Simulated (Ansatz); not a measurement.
Method: DFT PBE, scalar-relativistic, plane waves, PAW in Ansatz. Settings: cutoff 420 eV, Γ-centred meshes spaced at most about 0.3 Å⁻¹, and about 0.25 Å⁻¹ or finer for metals (2π included), Gaussian smearing. No spin polarisation in the final relaxations.

These are static total energies at zero pressure. All come from trial cells, and lower structures may exist.

Question: Which of these relaxed structures of Be2ZnTe2Se is the lowest in energy?
A.

Space group I4/mmm (No. 139). a = 3.754 Å, b = 3.754 Å, c = 20.687 Å, α = 90.00°, β = 90.00°, γ = 90.00°
```json
{"atom": "Be", "site": "4d", "symmetry": "-4m2", "x": "0.0000", "y": "0.5000", "z": "0.2500"}
{"atom": "Zn", "site": "2b", "symmetry": "4/mmm", "x": "0.5000", "y": "0.5000", "z": "0.0000"}
{"atom": "Te", "site": "4e", "symmetry": "4mm", "x": "0.0000", "y": "0.0000", "z": "0.3263"}
{"atom": "Se", "site": "2a", "symmetry": "4/mmm", "x": "0.0000", "y": "0.0000", "z": "0.0000"}
```

B.

Space group Cmmm (No. 65). a = 6.210 Å, b = 13.071 Å, c = 3.339 Å, α = 90.00°, β = 90.00°, γ = 90.00°
| atom | site | symmetry | x | y | z |
| --- | --- | --- | --- | --- | --- |
| Be | 4i | m2m | 0.0000 | 0.3799 | 0.0000 |
| Zn | 2a | mmm | 0.0000 | 0.0000 | 0.0000 |
| Te | 4f | ..2/m | 0.7500 | 0.2500 | 0.5000 |
| Se | 2c | mmm | 0.5000 | 0.0000 | 0.5000 |

C.

Space group P-4m2 (No. 115). a = 3.598 Å, b = 3.598 Å, c = 11.938 Å, α = 90.00°, β = 90.00°, γ = 90.00°
| atom | site | symmetry | x | y | z |
| --- | --- | --- | --- | --- | --- |
| Be | 2g | 2mm. | 0.5000 | 0.0000 | 0.5680 |
| Zn | 1b | -4m2 | 0.5000 | 0.5000 | 0.0000 |
| Te | 2g | 2mm. | 0.5000 | 0.0000 | 0.3643 |
| Se | 1a | -4m2 | 0.0000 | 0.0000 | 0.0000 |

D.

Space group P6/mmm (No. 191). a = 3.876 Å, b = 3.876 Å, c = 10.829 Å, α = 90.00°, β = 90.00°, γ = 120.00°
| atom | site | symmetry | x | y | z |
| --- | --- | --- | --- | --- | --- |
| Be | 2d | -6m2 | 0.3333 | 0.6667 | 0.5000 |
| Zn | 1b | 6/mmm | 0.0000 | 0.0000 | 0.5000 |
| Te | 2e | 6mm | 0.0000 | 0.0000 | 0.7576 |
| Se | 1a | 6/mmm | 0.0000 | 0.0000 | 0.0000 |

Answer: A. It has space group I4/mmm (No. 139); the next, C, with space group P-4m2 (No. 115), lies 210 meV/atom higher. Counting Be, Te or Zn atoms around Se (for each partner element, those within 1.25 times its shortest distance or 1.15 times the sum of covalent radii, where it is the nearest in units of that sum or under 1.3), the lowest and the next both have Se 4.

No dispersion correction is applied, so the spacing and binding between layers, chains or molecules are poorly described (I4/mmm, P-4m2), and this can change margins and order among such cells. These runs have no spin–orbit coupling, which can matter for Te. Cells relaxed within their symmetry can be saddle points. Some types were kept out of the candidates beforehand, so the set may lack a known form.
